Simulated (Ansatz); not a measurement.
## VMo (Cmmm): energy against the cell's spin moment

```
V Mo
1.0
     1.53728   -2.22403    0.00000
     1.53728    2.22403    0.00000
     0.00000    0.00000    4.22901
V Mo
1 1
Direct
  0.50000 0.50000 0.50000
  0.00000 0.00000 0.00000
```

The geometry is a structure from the Materials Project, held fixed and not relaxed.

Common settings: LDA, 11×11×7 k mesh, Fermi–Dirac smearing of 0.05 eV. PAW means Ansatz 0.2.0 on its default frozen-core files; LAPW is all-electron LAPW in Ansatz 0.2.0. Site moments are integrated in spheres about the atoms, whose radii differ between the methods. Start moments of the first PAW run (μB): V1 2, Mo2 1.5.

Each run fixes M = N↑ − N↓ with two Fermi levels; the holding field B = (E_F↑ − E_F↓)/2μB is the slope of the free energy against M over μB. Energies count from each method's free run. The held moment starts spread evenly over V1, Mo2.

**Question.** Does the cell keep a net moment when the moments are free, and how does its energy change with a held moment?

**Answer.** The free run has no net moment (M = 0.00 μB). 
| M (μB/cell) | ΔF PAW (meV/cell) | ΔF LAPW (meV/cell) | B, PAW (T) | largest site moment, PAW (μB) | pressure, PAW (GPa) |
| --- | --- | --- | --- | --- | --- |
| 0.00 | 0.0 | 0.0 | – | 0.00 | -11.3 |
| 0.10 | +2.9 | +2.9 | +987 | 0.06 | -11.3 |
| 0.30 | +24.0 | +24.0 | +2586 | 0.19 | -10.9 |
| 0.60 | +91.8 | – | +5155 | 0.38 | -10.1 |
| 1.00 | +233.1 | +233.1 | +7023 | 0.63 | -8.6 |
| 1.60 | +538.5 | – | +10499 | 1.01 | -5.7 |
| 2.40 | +1113.5 | +1113.4 | +14193 | 1.46 | -0.4 |

Separate runs put a uniform field on the spins (g = 2):

```
field (T)  M PAW (μB/cell)  M LAPW (μB/cell)
      300            0.029             0.029
      600            0.059             0.059
```

The PAW files were made with PBE; the program remakes their cores once for the run's functional and then keeps them frozen. The Ansatz runs typed with the search for lower states off end where their start leads. These are results for the start and cell typed. The real compound can order otherwise, in a larger cell, or not at all, since semilocal functionals at zero temperature often overstate magnetism.
